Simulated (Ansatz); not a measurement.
A relaxed cell of ScAlN2 is given with its symmetry left out. It was relaxed at this level from a Materials Project cell.

All numbers below come from Ansatz, DFT PBE, scalar-relativistic, plane waves, PAW. Cutoff 420 eV, Γ-centred mesh, Gaussian smearing, no spin polarisation.

```
Sc Al N
1.0
    -2.19678    2.19678    4.19658
     2.19678   -2.19678    4.19658
     2.19678    2.19678   -4.19658
Sc Al N
2 2 4
Direct
  0.75000 0.25000 0.50000
  0.00000 0.00000 0.00000
  0.25000 0.75000 0.50000
  0.50000 0.50000 0.00000
  0.48788 0.98788 0.50000
  0.26212 0.26212 0.00000
  0.01212 0.51212 0.50000
  0.73788 0.73788 0.00000
```

Formation energies are uncorrected and refer to the elements' standard structures at the same level (N₂ as a molecule).

Q: Find its symmetry and describe it.

A: I4_1/amd (No. 141), with Sc and Al ordered on rock salt sites. Conventional cell: a = 4.394 Å, c = 8.393 Å. Sc is surrounded by 6 N at 2.20 Å, 4 Sc at 3.04 Å and 8 Al at 3.04–3.11 Å; Al has 2 N at 2.00 Å, 4 N at 2.20 Å, 4 Al at 3.04 Å and 8 Sc at 3.04–3.11 Å; around N lie 1 Al at 2.00 Å, 2 Al at 2.20 Å and 3 Sc at 2.20 Å.

Q: How far does it lie from the elements in energy?

A: −1.422 eV/atom. It lies below the elements, which doesn't yet make it stable against other compounds or structures.

Q: Is it a metal?

A: No, the gap on the 10×10×10 mesh is 0.98 eV.

The last run used a 10×10×10 mesh for its 8-atom cell and Gaussian smearing of 0.02 eV. Kohn–Sham gaps at this level usually fall short of measured ones. Symmetry constrained the relaxation, so the result can be a saddle point.
